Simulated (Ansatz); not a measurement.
MgS:
```yaml
crystal:
  lattice:
    - [6.94642, 0.00000, 0.00000]
    - [0.00000, 6.94642, 0.00000]
    - [0.00000, 0.00000, 6.94642]
  atoms:
    - { symbol: Mg, position: [0.25000, 0.00000, 0.50000] }
    - { symbol: Mg, position: [0.50000, 0.25000, 0.00000] }
    - { symbol: Mg, position: [0.50000, 0.75000, 0.00000] }
    - { symbol: Mg, position: [0.75000, 0.00000, 0.50000] }
    - { symbol: Mg, position: [0.00000, 0.50000, 0.75000] }
    - { symbol: Mg, position: [0.00000, 0.50000, 0.25000] }
    - { symbol: S, position: [0.25000, 0.50000, 0.00000] }
    - { symbol: S, position: [0.00000, 0.25000, 0.50000] }
    - { symbol: S, position: [0.00000, 0.75000, 0.50000] }
    - { symbol: S, position: [0.75000, 0.50000, 0.00000] }
    - { symbol: S, position: [0.50000, 0.00000, 0.75000] }
    - { symbol: S, position: [0.50000, 0.00000, 0.25000] }
```

Relaxed with r²SCAN. Special points in fractions of this cell's reciprocal vectors: Γ (0.000, 0.000, 0.000); X (0.000, 0.500, 0.000); M (0.500, 0.500, 0.000); R (0.500, 0.500, 0.500).

Question: List the band energies nearest the valence-band maximum at these points for r²SCAN in the plane-wave PAW code Ansatz.

Answer: In eV from the valence-band maximum; about four levels below and three above (degenerate sets whole), none deeper than 8.9 eV; points with the same levels are listed once.

| k | below | above |
|---|---|---|
| Γ | -0.83 -0.83 -0.83 0.00 0.00 0.00 | 3.57 5.30 5.35 5.35 5.35 |
| X | -0.68 -0.68 -0.02 -0.02 | 4.70 4.70 5.37 5.37 |
| M | -0.71 -0.71 -0.58 -0.03 | 4.96 5.36 5.36 |
| R | -0.94 -0.94 -0.94 -0.94 | 6.12 6.12 6.29 6.29 6.29 6.29 6.29 6.29 |

Space group Pm-3n. The start of the workflow was typed in or built on a structure type; neither database checked (COD, Materials Project) lists it. COD files the formula under space group No. 225. Its standing as an ambient phase is unchecked. The cell was relaxed with r²SCAN under the symmetry of its start; its stability against distortions is not shown here.

Potentials: the earlier of the program's two PAW sets.
